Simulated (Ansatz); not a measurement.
**Cu with Au: from mixing energies to a miscibility estimate**

Method: Ansatz 0.2.0, DFT r2SCAN, scalar-relativistic, plane waves, PAW. Settings: 500 eV cutoff, 8×12×12 k-mesh, Gaussian smearing of 0.10 eV, no spin polarisation.

Starting point, cell and atoms relaxed:

```
Cu
1.0
     0.00000    0.00000    4.14961
     3.78644    2.18610    0.00000
    -3.78644    2.18610    0.00000
Cu
6
Direct
  0.25000 0.33333 0.33333
  0.25000 0.66667 0.00000
  0.25000 0.00000 0.66667
  0.75000 0.33333 0.00000
  0.75000 0.66667 0.66667
  0.75000 0.00000 0.33333
```

Au takes some of the 6 Cu sites (atoms counted from 1 above); cell and atoms relax within the symmetry of each ordered start. Mixing energies are taken at zero smearing, per mixed site, over the two end members in this structure (P6_3/mmc (194); 11.45 and 17.58 Å³/atom), which needn't be the usual structure of either.

Spin–orbit coupling is left out, which can shift energies with elements as heavy as these.

The lowest cell of each fraction:

```tsv
x(Au)	sites with Au	ΔH (meV/site)
0.167	6	-8.6
0.833	1 2 3 4 6	1.2
```

Q: Read these as a regular solution, ΔH = Ω x(1 − x). What Ω does each fraction give, and does one Ω describe them?

A:
```csv
x(Au),x(1 − x),Ω (meV),ideal entropy (k_B/site)
0.167,0.1389,-62,0.451
0.833,0.1389,8,0.451
```

A least-squares fit gives Ω = -27 meV. The values spread by 70 meV, so the parabola is a rough summary: ordered cells differ in their arrangement as well as their fraction, and the curve can be lopsided.

Q: What does that say about mixing at finite temperature?

A: The sign of ΔH changes with the fraction, so neither plain separation nor plain ordering describes the system; the cells with ΔH < 0 are candidates for ordered compounds within this structure. The estimate takes small ordered cells for a random alloy and leaves out vibrations, short-range order, melting and other structures, so it gives a scale, not a phase diagram.

Cost: 4 runs of about 16 core-minutes in all, on Intel Xeon 6975P-C (Granite Rapids) (shared hosts).